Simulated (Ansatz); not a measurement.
Input:

PbS:
```cif
data_Pb4S4
_chemical_formula_sum 'S4 Pb4'
_space_group_name_H-M_alt 'F-43m'
_space_group_IT_number 216
_space_group_name_Hall 'F -4 2 3'
_cell_length_a 6.64752
_cell_length_b 6.64752
_cell_length_c 6.64752
_cell_angle_alpha 90.000
_cell_angle_beta 90.000
_cell_angle_gamma 90.000
loop_
_atom_site_label
_atom_site_type_symbol
_atom_site_symmetry_multiplicity
_atom_site_Wyckoff_symbol
_atom_site_fract_x
_atom_site_fract_y
_atom_site_fract_z
_atom_site_occupancy
S1 S 4 c 0.25000 0.25000 0.25000 1
Pb1 Pb 4 a 0.00000 0.00000 0.00000 1
```
(The calculation used a cell of 2 atoms; values per cell refer to that cell.)

This is the PBE-relaxed structure.

Task: All from plane-wave PAW PBE (Ansatz code), unless another level is named. Predict the electron effective mass.

Result: 0.37, 0.37, 1.8 mₑ (principal values).

Task: Next, the hole effective mass?

Result: 0.62, 0.62, 0.80 mₑ (principal values).

Task: What about the weight of the valence-edge state by species (Voronoi cells)?

Result: S 82 %, Pb 18 %.

Task: And the weight of the conduction-edge state by species (Voronoi cells)?

Result: Pb 71 %, S 29 %.

The cell is a constructed one: a structure type filled with these elements; neither database checked (COD, Materials Project) lists it. It is not the phase usual at ambient conditions (space group No. 225). Symmetry was held in the PBE relaxation; whether a distortion lowers the energy is not shown. Spin–orbit coupling is left out wherever it is not named.

Potentials: the later of the program's two PAW sets.

Edges and masses are those of Kohn–Sham bands, whose gap is no quasiparticle gap.
